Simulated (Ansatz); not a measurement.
# Property card for BeTe

BeTe:
```
BeTe
1.0
    3.96809     0.00000     0.00000
   -1.98404     3.43646     0.00000
    0.00000     0.00000     6.54627
Be Te
2 2
Direct
  0.66667   0.33333   0.99947
  0.33333   0.66667   0.49947
  0.66667   0.33333   0.62573
  0.33333   0.66667   0.12573
```

Space group P6_3mc (No. 186), wurtzite; conventional cell a = b = 3.968 Å, c = 6.546 Å, α = β = 90.00°, γ = 120.00°.

Method: HSE06 (plane waves, PAW; program Ansatz). Structure relaxed to zero pressure with the same functional. Other levels are named where they apply.

**Cell and energy**

* **Volume per atom**: 22.32 Å³
* **Density**: 5.08 g/cm³

**Electronic structure**

* **Band gap**: 2.89 eV (indirect)
* **Valence-band maximum**: at Γ
* **Conduction-band minimum**: at M (3 equivalent valleys)
* **Smallest direct gap on the standard path**: 3.56 eV

**Mechanics**

- Bulk modulus (Birch–Murnaghan fit): 60.5 GPa
- Pressure derivative B′: 3.9

**Charges**

- Bader charges: Be +1.53, Te -1.53 e

The cell is a constructed one: a structure type filled with these elements; the Crystallography Open Database copy checked does not list it. COD files the formula under space group No. 216. Its standing as an ambient phase is unchecked. The HSE06 relaxation kept the symmetry of its start; whether a distortion lowers the energy is not shown. The hybrid was solved on a coarse mesh, the path and, where they were found, the r²SCAN edge points; its band edges are the extreme levels among these. Spin–orbit coupling is left out wherever it is not named.

Potentials: the later of the program's two PAW sets.
